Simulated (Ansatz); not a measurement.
OsClBr (Janus 2H monolayer) at its r2SCAN geometry, run in Ansatz 0.2.0 at 3 levels of theory. These are computed values for a non-magnetic cell that may be hypothetical; none is a measurement.

The HSE06+SOC input:
```yaml
crystal:
  lattice:
    - [3.5406919001, 0.0, 0.0]
    - [-1.7703459501, 3.0663291325, 0.0]
    - [0.0, 0.0, 30.3612913624]
  atoms:
    - { symbol: Os, position: [0.3333333333, 0.6666666667, 0.2897904429] }
    - { symbol: Cl, position: [0.6666666667, 0.3333333333, 0.3504258568] }
    - { symbol: Br, position: [0.6666666667, 0.3333333333, 0.2490739376] }
  periodic: [true, true, false]
kpoints:
  mp_grid: { grid: [6, 6, 1] }
  band_path:
    path:
      - [0.0, 0.0, 0.0]
      - [0.5, 0.0, 0.0]
      - [0.3333333333, 0.3333333333, 0.0]
      - [0.0, 0.5, 0.0]
      - [0.45, 0.1, 0.0]
    npoints: 1
hamiltonian:
  xc: hse06
scf:
  occupations: { method: fermi_dirac, width: 0.02 }
  n_extra_bands: 8
magnetization:
  noncollinear: true
  spin_orbit: true
output:
  eigenvalues: true
```

Main results, then, where recorded, the levels near the gap in eV from the Fermi energy (columns number the bands from 0), one row a point of the path (Γ, M, K, M, M–K (0.30)):
```
Crystal: 3 atoms, lattice volume = 329.630 Å³
Symmetry: 6 space group operations + 6 with time reversal
Magnetic group: BNS 156.50 (UNI 1280)
```
```
Basis set: ecut = 420 eV, 6383 PW (Γ)
k-points: 7 of 36 (time reversal used)
Exchange kernel: α = 0.2500, screened, ω = 0.2079 Å⁻¹, Wigner–Seitz truncation, v(0) = 1046.1629 eV·Å³, q-mesh 6×6×1
hybrid outer 1: dexx = +1.359e-1 eV, tail = 2.52e-4 eV
hybrid outer 2: dexx = +8.560e-6 eV, tail = 3.42e-7 eV, Δε = 5.89e-3 eV
hybrid SCF converged: 2 outer / 13 inner (+9 warm-up)
Free energy (F): -15256.807132 eV
Fermi energy:    -4.535161 eV
```
```tsv
band_24	band_25	band_26	band_27	band_28	band_29	band_30	band_31	band_32	band_33	band_34	band_35
-2.234	-2.234	-1.617	-1.617	-1.413	-1.413	1.308	1.308	1.349	1.349	1.759	1.759
-3.204	-3.204	-1.884	-1.884	-1.094	-1.094	0.808	0.808	1.683	1.683	3.444	3.444
-3.477	-2.603	-2.512	-2.436	-0.959	-0.536	1.013	1.180	1.929	1.939	4.634	4.646
-3.204	-3.204	-1.884	-1.884	-1.094	-1.094	0.808	0.808	1.683	1.683	3.444	3.444
-3.442	-3.055	-2.069	-1.627	-1.419	-0.823	0.892	0.970	1.494	1.778	3.631	3.685
```

HSE06+SOC gives an indirect gap of 1.09 eV, from K to Γ–M (0.67 of the way from Γ); the least direct gap is 1.53 eV at Γ–M (0.67 of the way from Γ).

PBE0. Against the first input these blocks differ (the band path and keys that only write files left aside):
```yaml
hamiltonian:
  xc: pbe0
scf:
  occupations: { method: fixed }
  n_extra_bands: 4
output:
  forces: true
  stress: true
  eigenvalues: true
```
(magnetization left out)

```
Basis set: ecut = 420 eV, 6383 PW (Γ)
k-points: 7 of 36 (time reversal used)
Exchange kernel: α = 0.2500, full range, Wigner–Seitz truncation, v(0) = 17557.9069 eV·Å³, q-mesh 6×6×1
hybrid outer 1: dexx = +2.140e-1 eV, tail = 2.91e-4 eV
hybrid outer 2: dexx = +1.195e-5 eV, tail = 2.10e-7 eV, Δε = 6.53e-3 eV, ΔF = 2.23e-2 eV/Å
hybrid outer 3: dexx = +5.316e-8 eV, tail = 6.96e-10 eV, Δε = 3.88e-4 eV, ΔF = 1.39e-3 eV/Å
hybrid SCF converged: 3 outer / 20 inner (+7 warm-up)
Free energy (F): -15246.297604 eV
Fermi energy:    -5.575448 eV
--- Forces (eV/Å), atoms counted from 1 ---
  atom   1  Os      0.00000      0.00000      0.45879
  atom   2  Cl      0.00000      0.00000    -0.26060
  atom   3  Br      0.00000      0.00000    -0.19816
--- 2D stress c σ (N/m, compression-positive) ---
       -0.209315       0.000000       0.000000
        0.000000      -0.209315       0.000000
        0.000000       0.000000       0.000000
  P = ½ c Tr σ = -0.2093 N/m
```
```tsv
band_12	band_13	band_14	band_15	band_16	band_17
-1.360	-0.897	-0.897	2.691	2.691	3.165
-2.502	-0.732	-0.706	2.125	3.038	4.873
-2.318	-1.748	0.000	2.571	3.177	6.115
-2.502	-0.732	-0.706	2.125	3.038	4.873
-2.529	-1.020	-0.430	2.272	2.972	5.090
```

PBE0 gives an indirect gap of 2.12 eV, from K to M; the least direct gap is 2.57 eV at K. The mean stress, -0.2 N/m, is small, and the program warns that its thresholds are loose for a hybrid's stress.

r2SCAN0. Against the first input these blocks differ (the band path and keys that only write files left aside):
```yaml
hamiltonian:
  xc: r2scan0
scf:
  occupations: { method: fixed }
  n_extra_bands: 4
output:
  forces: true
  stress: true
  eigenvalues: true
```
(magnetization left out)

```
Basis set: ecut = 500 eV, 8415 PW (Γ)
k-points: 7 of 36 (time reversal used)
Exchange kernel: α = 0.2500, full range, Wigner–Seitz truncation, v(0) = 17557.9069 eV·Å³, q-mesh 6×6×1
hybrid outer 1: dexx = +1.333e-1 eV, tail = 1.41e-4 eV
hybrid outer 2: dexx = +6.496e-6 eV, tail = 1.03e-7 eV, Δε = 2.41e-3 eV, ΔF = 8.86e-3 eV/Å
hybrid outer 3: dexx = +2.101e-8 eV, tail = 2.91e-10 eV, Δε = 3.12e-4 eV, ΔF = 1.01e-3 eV/Å
hybrid SCF converged: 3 outer / 20 inner (+7 warm-up)
Free energy (F): -15267.330846 eV
Fermi energy:    -5.851410 eV
--- Forces (eV/Å), atoms counted from 1 ---
  atom   1  Os      0.00000      0.00000      0.59278
  atom   2  Cl      0.00000      0.00000    -0.31013
  atom   3  Br      0.00000      0.00000    -0.28261
--- 2D stress c σ (N/m, compression-positive) ---
       -0.307342       0.000000       0.000000
        0.000000      -0.307342       0.000000
        0.000000       0.000000       0.000000
  P = ½ c Tr σ = -0.3073 N/m
```
```tsv
band_12	band_13	band_14	band_15	band_16	band_17
-1.369	-0.856	-0.856	2.981	2.981	3.581
-2.501	-0.771	-0.722	2.450	3.357	5.225
-2.275	-1.821	0.000	2.827	3.518	6.504
-2.501	-0.771	-0.722	2.450	3.357	5.225
-2.529	-1.052	-0.451	2.595	3.282	5.450
```

The r2SCAN0 gap is indirect, 2.45 eV (K to M), below the direct gap of 2.83 eV at K. The mean stress, -0.3 N/m, is small, and the program warns that its thresholds are loose for a hybrid's stress.

Totals of different functionals, or with and without spin-orbit coupling, can't be compared.

Only the levels marked +SOC include spin-orbit coupling.

The meshes of the hybrids are coarse, so their gaps aren't converged to the digits shown.
